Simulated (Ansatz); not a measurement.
Band table of Cu$_{3}$Sn

```xyz
4
Lattice="0.0000 3.0275 3.0275 3.0275 0.0000 3.0275 3.0275 3.0275 0.0000" Properties=species:S:1:pos:R:3 pbc="T T T"
Cu    3.0275    3.0275    3.0275
Cu    4.5413    4.5413    4.5413
Cu    1.5138    1.5138    1.5138
Sn    0.0000    0.0000    0.0000
```

The cell comes from a relaxation on PAW files under the same functional, begun from a database entry that needn't be the ground state.

Level of theory: DFT with PBEsol, scalar-relativistic, in Ansatz 0.2.0; a Γ-centred 10×10×10 k mesh, Fermi–Dirac smearing of 0.05 eV, no spin polarisation. LAPW: all electrons, basis error target 0.5 meV/atom.

Spin–orbit coupling is left out, which matters for the heavy atoms.

Path points, in fractions of the reciprocal vectors: Γ (0.000, 0.000, 0.000), X (0.500, 0.000, 0.500), U (0.625, 0.250, 0.625), K (0.375, 0.375, 0.750), L (0.500, 0.500, 0.500), W (0.500, 0.250, 0.750). The distance column jumps between branches of the path. Levels in eV from the Fermi level; bands 17 to 46, counted from the lowest band of the run. The gap is zero, the pressure -0.01 GPa.

```
# k(1/Å) point b17 b18 b19 b20 b21 b22 b23 b24 b25 b26 b27 b28 b29 b30 b31 b32 b33 b34 b35 b36 b37 b38 b39 b40 b41 b42 b43 b44 b45 b46
0.000 Γ -21.73 -21.73 -21.73 -21.67 -21.67 -11.79 -4.87 -4.87 -4.87 -4.53 -4.53 -3.78 -3.78 -3.78 -2.94 -2.94 -2.94 -2.89 -2.89 -2.66 -2.66 1.65 2.30 2.30 2.30 3.39 3.39 3.39 4.17 5.12
0.148 - -21.73 -21.73 -21.73 -21.68 -21.67 -11.70 -4.99 -4.84 -4.84 -4.52 -4.48 -3.81 -3.78 -3.78 -3.06 -2.98 -2.98 -2.90 -2.81 -2.68 -2.66 1.12 1.69 1.69 2.85 2.93 3.91 3.91 4.51 4.94
0.296 - -21.73 -21.73 -21.73 -21.68 -21.67 -11.45 -5.28 -4.77 -4.77 -4.46 -4.41 -3.92 -3.75 -3.75 -3.20 -3.11 -3.11 -2.90 -2.76 -2.72 -2.66 0.47 0.75 0.75 2.25 2.62 4.64 4.64 4.69 6.20
0.445 - -21.74 -21.72 -21.72 -21.68 -21.67 -11.05 -5.64 -4.64 -4.64 -4.38 -4.37 -4.13 -3.71 -3.71 -3.28 -3.28 -3.27 -2.90 -2.79 -2.76 -2.66 -0.25 -0.15 -0.15 1.55 1.83 5.44 5.44 6.05 7.67
0.593 - -21.74 -21.72 -21.72 -21.68 -21.67 -10.50 -6.03 -4.48 -4.48 -4.41 -4.37 -4.28 -3.63 -3.63 -3.46 -3.46 -3.29 -2.91 -2.88 -2.78 -2.66 -1.18 -0.96 -0.96 0.93 1.55 6.38 6.38 7.64 9.25
0.741 - -21.74 -21.71 -21.71 -21.68 -21.66 -9.84 -6.43 -4.61 -4.60 -4.30 -4.30 -4.18 -3.64 -3.64 -3.49 -3.49 -3.28 -2.97 -2.91 -2.82 -2.67 -1.99 -1.67 -1.67 0.66 1.38 7.48 7.48 9.22 10.82
0.889 - -21.74 -21.71 -21.71 -21.68 -21.66 -9.19 -6.84 -4.92 -4.75 -4.12 -4.12 -4.09 -3.80 -3.80 -3.28 -3.28 -3.26 -3.05 -2.91 -2.86 -2.66 -2.44 -2.24 -2.24 0.55 1.30 8.70 8.70 10.53 11.45
1.038 X -21.75 -21.71 -21.71 -21.69 -21.66 -8.84 -7.09 -5.07 -4.80 -4.06 -4.00 -4.00 -3.92 -3.92 -3.25 -3.11 -3.11 -3.08 -2.91 -2.87 -2.62 -2.60 -2.54 -2.54 0.52 1.27 9.70 9.70 10.56 10.56
1.090 - -21.74 -21.71 -21.71 -21.69 -21.66 -8.84 -7.08 -5.07 -4.82 -4.07 -3.99 -3.98 -3.94 -3.91 -3.25 -3.18 -3.14 -3.04 -2.87 -2.85 -2.62 -2.60 -2.54 -2.54 0.56 1.32 9.59 9.60 10.31 10.43
1.142 - -21.74 -21.71 -21.71 -21.69 -21.66 -8.83 -7.05 -5.11 -4.87 -4.08 -3.99 -3.98 -3.96 -3.89 -3.27 -3.26 -3.23 -3.02 -2.87 -2.71 -2.62 -2.60 -2.55 -2.54 0.66 1.47 9.31 9.33 9.87 10.12
1.195 - -21.74 -21.71 -21.71 -21.68 -21.66 -8.82 -7.00 -5.21 -4.90 -4.10 -4.04 -3.98 -3.93 -3.86 -3.35 -3.34 -3.27 -3.00 -2.86 -2.62 -2.61 -2.55 -2.54 -2.53 0.75 1.77 8.94 8.96 9.41 9.73
1.247 - -21.74 -21.71 -21.71 -21.68 -21.66 -8.81 -6.93 -5.39 -4.90 -4.11 -4.11 -3.96 -3.90 -3.82 -3.44 -3.42 -3.29 -2.99 -2.86 -2.63 -2.62 -2.55 -2.51 -2.35 0.82 2.19 8.54 8.55 8.94 9.31
1.300 - -21.74 -21.71 -21.71 -21.68 -21.66 -8.80 -6.84 -5.61 -4.87 -4.20 -4.13 -3.95 -3.86 -3.79 -3.51 -3.48 -3.32 -2.96 -2.86 -2.64 -2.61 -2.55 -2.49 -2.14 0.88 2.71 8.12 8.13 8.48 8.89
1.352 - -21.74 -21.71 -21.71 -21.68 -21.66 -8.80 -6.73 -5.85 -4.84 -4.29 -4.13 -3.93 -3.82 -3.78 -3.54 -3.54 -3.35 -2.94 -2.85 -2.66 -2.60 -2.55 -2.45 -1.92 0.92 3.30 7.69 7.72 8.04 8.48
1.405 U -21.74 -21.72 -21.71 -21.68 -21.67 -8.82 -6.61 -6.08 -4.80 -4.37 -4.14 -3.91 -3.79 -3.79 -3.59 -3.54 -3.38 -2.92 -2.85 -2.68 -2.58 -2.55 -2.41 -1.69 0.96 3.95 7.27 7.32 7.61 8.07
2.040 K -21.74 -21.72 -21.71 -21.68 -21.67 -8.82 -6.61 -6.08 -4.80 -4.37 -4.14 -3.91 -3.79 -3.79 -3.59 -3.54 -3.38 -2.92 -2.85 -2.68 -2.58 -2.55 -2.41 -1.69 0.96 3.95 7.27 7.32 7.61 8.07
2.197 - -21.73 -21.72 -21.71 -21.68 -21.67 -9.09 -6.50 -6.14 -4.64 -4.60 -4.13 -3.89 -3.83 -3.74 -3.66 -3.49 -3.47 -2.85 -2.83 -2.75 -2.56 -2.42 -2.23 -0.92 1.13 5.96 6.21 6.21 6.44 6.92
2.354 - -21.73 -21.73 -21.72 -21.67 -21.67 -9.67 -6.43 -5.59 -4.77 -4.49 -4.09 -3.97 -3.89 -3.81 -3.54 -3.51 -3.49 -2.81 -2.80 -2.79 -2.58 -2.06 -1.91 -0.06 1.39 5.04 5.26 5.45 5.90 8.08
2.512 - -21.73 -21.72 -21.72 -21.67 -21.67 -10.35 -6.07 -5.05 -4.88 -4.40 -4.07 -4.04 -4.02 -3.75 -3.51 -3.45 -3.41 -2.86 -2.77 -2.74 -2.60 -1.54 -1.40 0.84 1.78 4.22 4.53 4.66 5.04 7.01
2.669 - -21.73 -21.73 -21.72 -21.67 -21.67 -10.96 -5.62 -4.93 -4.76 -4.39 -4.20 -4.01 -3.94 -3.74 -3.40 -3.36 -3.28 -2.87 -2.73 -2.70 -2.65 -0.90 -0.65 1.69 2.27 3.67 4.05 4.11 4.34 6.12
2.826 - -21.73 -21.73 -21.73 -21.67 -21.67 -11.41 -5.23 -4.93 -4.78 -4.45 -4.35 -3.86 -3.84 -3.76 -3.25 -3.16 -3.15 -2.87 -2.72 -2.70 -2.68 -0.09 0.35 2.20 2.54 3.61 3.66 3.82 4.22 5.41
2.983 - -21.73 -21.73 -21.73 -21.67 -21.67 -11.69 -4.97 -4.89 -4.84 -4.51 -4.48 -3.80 -3.79 -3.78 -3.05 -3.04 -2.99 -2.87 -2.81 -2.67 -2.66 0.90 1.53 2.31 2.43 3.36 3.50 3.87 4.78 4.85
3.141 Γ -21.73 -21.73 -21.73 -21.67 -21.67 -11.79 -4.87 -4.87 -4.87 -4.53 -4.53 -3.78 -3.78 -3.78 -2.94 -2.94 -2.94 -2.89 -2.89 -2.66 -2.66 1.65 2.30 2.30 2.30 3.39 3.39 3.39 4.17 5.12
3.269 - -21.73 -21.73 -21.73 -21.67 -21.67 -11.73 -4.92 -4.87 -4.87 -4.50 -4.50 -3.79 -3.79 -3.78 -3.01 -3.00 -3.00 -2.84 -2.84 -2.67 -2.67 1.03 2.12 2.12 2.22 3.51 3.59 3.59 4.63 5.06
3.397 - -21.73 -21.73 -21.73 -21.67 -21.67 -11.54 -5.10 -4.88 -4.88 -4.43 -4.43 -3.81 -3.81 -3.79 -3.19 -3.10 -3.10 -2.80 -2.80 -2.68 -2.68 0.00 1.80 1.80 1.99 3.75 3.75 3.97 4.62 5.16
3.526 - -21.73 -21.73 -21.73 -21.67 -21.67 -11.23 -5.43 -4.88 -4.88 -4.33 -4.33 -3.87 -3.84 -3.84 -3.39 -3.21 -3.21 -2.78 -2.78 -2.68 -2.68 -0.90 1.54 1.54 1.79 3.48 3.48 4.10 5.04 5.76
3.654 - -21.73 -21.72 -21.72 -21.67 -21.67 -10.81 -5.97 -4.87 -4.87 -4.23 -4.23 -4.02 -3.87 -3.87 -3.49 -3.33 -3.33 -2.78 -2.78 -2.68 -2.68 -1.59 1.37 1.37 1.64 3.06 3.06 3.92 5.99 6.66
3.783 - -21.73 -21.72 -21.72 -21.67 -21.67 -10.31 -6.66 -4.84 -4.84 -4.15 -4.15 -4.13 -3.88 -3.88 -3.50 -3.43 -3.43 -2.79 -2.79 -2.67 -2.67 -2.08 1.30 1.30 1.54 2.65 2.65 3.77 7.17 7.71
3.911 - -21.73 -21.72 -21.72 -21.67 -21.67 -9.80 -7.33 -4.82 -4.82 -4.18 -4.11 -4.11 -3.88 -3.88 -3.51 -3.51 -3.49 -2.80 -2.80 -2.67 -2.67 -2.38 1.30 1.30 1.48 2.36 2.36 3.68 8.51 8.89
4.039 L -21.73 -21.72 -21.72 -21.67 -21.67 -9.53 -7.66 -4.81 -4.81 -4.19 -4.10 -4.10 -3.87 -3.87 -3.54 -3.54 -3.49 -2.81 -2.81 -2.67 -2.67 -2.49 1.31 1.31 1.46 2.24 2.24 3.64 9.70 10.04
4.144 - -21.73 -21.72 -21.72 -21.67 -21.67 -9.50 -7.62 -4.86 -4.80 -4.23 -4.10 -4.09 -3.86 -3.85 -3.55 -3.55 -3.47 -2.81 -2.80 -2.68 -2.67 -2.49 0.51 0.84 1.83 2.36 2.84 4.12 8.98 9.16
4.249 - -21.73 -21.72 -21.72 -21.67 -21.67 -9.42 -7.49 -5.02 -4.76 -4.32 -4.09 -4.09 -3.83 -3.83 -3.57 -3.56 -3.45 -2.81 -2.79 -2.71 -2.67 -2.51 -0.32 0.02 2.04 2.53 3.98 5.15 8.04 8.19
4.354 - -21.73 -21.72 -21.72 -21.67 -21.67 -9.28 -7.29 -5.25 -4.71 -4.44 -4.08 -4.07 -3.82 -3.77 -3.60 -3.56 -3.41 -2.82 -2.77 -2.74 -2.66 -2.52 -1.03 -0.79 2.31 2.74 5.26 6.37 7.16 7.29
4.459 - -21.73 -21.72 -21.71 -21.68 -21.67 -9.11 -7.01 -5.55 -4.74 -4.49 -4.06 -4.05 -3.85 -3.72 -3.61 -3.58 -3.39 -2.83 -2.78 -2.75 -2.66 -2.53 -1.61 -1.48 2.67 3.02 6.33 6.34 6.75 7.70
4.563 - -21.73 -21.73 -21.71 -21.68 -21.67 -8.93 -6.68 -5.84 -4.95 -4.42 -4.04 -4.03 -3.89 -3.71 -3.63 -3.54 -3.37 -2.83 -2.79 -2.73 -2.66 -2.53 -2.06 -2.01 3.09 3.37 5.61 5.65 8.10 9.02
4.668 - -21.73 -21.73 -21.71 -21.68 -21.67 -8.78 -6.35 -6.07 -5.21 -4.34 -4.02 -4.02 -3.93 -3.72 -3.70 -3.44 -3.36 -2.79 -2.78 -2.72 -2.66 -2.53 -2.38 -2.35 3.56 3.77 4.98 4.99 9.52 10.13
4.773 W -21.73 -21.73 -21.71 -21.68 -21.67 -8.72 -6.16 -6.16 -5.37 -4.30 -4.02 -4.02 -3.94 -3.73 -3.73 -3.39 -3.36 -2.76 -2.76 -2.72 -2.66 -2.51 -2.51 -2.49 3.88 4.08 4.60 4.60 10.52 10.52
4.847 - -21.73 -21.72 -21.71 -21.68 -21.67 -8.73 -6.39 -5.91 -5.36 -4.29 -4.06 -3.96 -3.94 -3.76 -3.71 -3.39 -3.35 -2.79 -2.74 -2.73 -2.65 -2.52 -2.52 -2.49 3.19 3.84 4.82 5.42 10.32 10.74
4.921 - -21.73 -21.72 -21.71 -21.68 -21.66 -8.75 -6.60 -5.65 -5.31 -4.25 -4.09 -3.95 -3.89 -3.79 -3.70 -3.38 -3.34 -2.82 -2.76 -2.69 -2.64 -2.53 -2.52 -2.50 2.47 3.14 5.70 6.28 10.14 10.96
4.995 - -21.74 -21.72 -21.71 -21.68 -21.66 -8.77 -6.77 -5.40 -5.24 -4.19 -4.10 -3.96 -3.84 -3.84 -3.65 -3.36 -3.31 -2.84 -2.80 -2.66 -2.63 -2.56 -2.53 -2.51 1.84 2.53 6.61 7.18 9.98 10.84
5.070 - -21.74 -21.71 -21.71 -21.68 -21.66 -8.80 -6.91 -5.17 -5.16 -4.10 -4.10 -3.98 -3.89 -3.84 -3.54 -3.33 -3.29 -2.86 -2.85 -2.63 -2.62 -2.62 -2.54 -2.52 1.30 2.01 7.55 8.11 9.86 10.72
5.144 - -21.74 -21.71 -21.71 -21.68 -21.66 -8.82 -7.01 -5.11 -4.97 -4.09 -4.01 -3.99 -3.93 -3.88 -3.39 -3.28 -3.27 -2.91 -2.87 -2.71 -2.62 -2.61 -2.54 -2.53 0.88 1.61 8.48 9.05 9.77 10.63
5.218 - -21.74 -21.71 -21.71 -21.69 -21.66 -8.84 -7.07 -5.08 -4.84 -4.07 -3.99 -3.97 -3.95 -3.91 -3.25 -3.22 -3.19 -2.99 -2.87 -2.82 -2.62 -2.60 -2.54 -2.54 0.61 1.36 9.30 9.72 9.97 10.58
5.292 X -21.75 -21.71 -21.71 -21.69 -21.66 -8.84 -7.09 -5.07 -4.80 -4.06 -4.00 -4.00 -3.92 -3.92 -3.25 -3.11 -3.11 -3.08 -2.91 -2.87 -2.62 -2.60 -2.54 -2.54 0.52 1.27 9.70 9.70 10.56 10.56
```
